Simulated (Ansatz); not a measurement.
TiRu:
```
CELL_PARAMETERS angstrom
      3.02075     0.00000     0.00000
      0.00000     3.02075     0.00000
      0.00000     0.00000     3.02075
ATOMIC_POSITIONS crystal
  Ti 0.00000 0.00000 0.00000
  Ru 0.50000 0.50000 0.50000
```

Relaxed with LDA. Special points in fractions of this cell's reciprocal vectors: Γ (0.000, 0.000, 0.000); X (0.000, 0.500, 0.000); M (0.500, 0.500, 0.000); R (0.500, 0.500, 0.500).

Q: List the band energies nearest the Fermi level at these points for the program Ansatz at the LDA level (PAW).

A: In eV from the Fermi level; about four levels below and three above (degenerate sets whole), none deeper than 8.9 eV; … stands for higher levels left out; points with the same levels are listed once.

| k | below | above |
|---|---|---|
| Γ | -5.27 -5.27 -1.57 -1.57 -1.57 | 1.58 1.58 … |
| X | -1.80 -1.80 -1.05 -0.54 | 0.66 0.66 1.97 |
| M | -5.23 -5.05 -3.27 -3.27 | 0.53 1.00 1.49 1.49 |
| R | -3.57 -3.57 -3.57 -1.51 -1.51 -1.51 | 0.62 0.62 3.05 3.05 |

Space group Pm-3m (CsCl type). The workflow started from a Materials Project entry (that database holds measured and hypothetical structures alike); the Crystallography Open Database files this formula in space group No. 221, but the cells were not matched. Whether it is the stable phase at ambient conditions was not checked. The cell keeps a stress of up to 0.2 GPa. The LDA relaxation kept the symmetry of its start; of distortions, only those at the zone centre were tested. The run is not spin-polarised. Scalar-relativistic: spin–orbit coupling is off unless named, which matters more the heavier the elements.

Potentials: the later of the program's two PAW sets.
